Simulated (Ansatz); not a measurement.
Before relaxation, (001) slab as cut from the bulk (Ru, P6_3/mmc (No. 194), (0 0 1) face):

```xyz
6
Lattice="2.6739 0.0000 0.0000 -1.3369 2.3157 0.0000 0.0000 0.0000 25.5660" Properties=species:S:1:pos:R:3 pbc="T T T"
Ru    1.3369    0.7719    7.5000
Ru    0.0000    1.5438    9.6132
Ru    1.3369    0.7719   11.7264
Ru    0.0000    1.5438   13.8396
Ru    1.3369    0.7719   15.9528
Ru    0.0000    1.5438   18.0660
```

Method: DFT LDA, scalar-relativistic, plane waves, PAW in Ansatz. Settings: cutoff 420 eV, Γ-centred mesh 15×15×1 on the computed 6-atom cell, Gaussian smearing of 0.10 eV; no spin polarisation. The cell repeats along c with a dipole correction in the vacuum.

All atoms are free. The cell is fixed. Force threshold 0.02 eV/Å.

```json
{"step": "1", "E − E_final (eV)": "0.083", "largest force (eV/Å)": "0.883"}
{"step": "2", "E − E_final (eV)": "0.026", "largest force (eV/Å)": "0.582"}
{"step": "3", "E − E_final (eV)": "0.000", "largest force (eV/Å)": "0.053"}
{"step": "4", "E − E_final (eV)": "0.000", "largest force (eV/Å)": "0.006"}
```

(1) What is the final structure?

Answers

(1)
```
CELL_PARAMETERS angstrom
2.67389 0.00000 0.00000
-1.33694 2.31565 0.00000
0.00000 0.00000 25.56600
ATOMIC_POSITIONS crystal
Ru 0.66667 0.33333 0.29622
Ru 0.33333 0.66667 0.37560
Ru 0.66667 0.33333 0.45804
Ru 0.33333 0.66667 0.54196
Ru 0.66667 0.33333 0.62440
Ru 0.33333 0.66667 0.70378
```

Cost: 1 run of about 2.2 core-minutes, on Arm Neoverse V2 (shared hosts).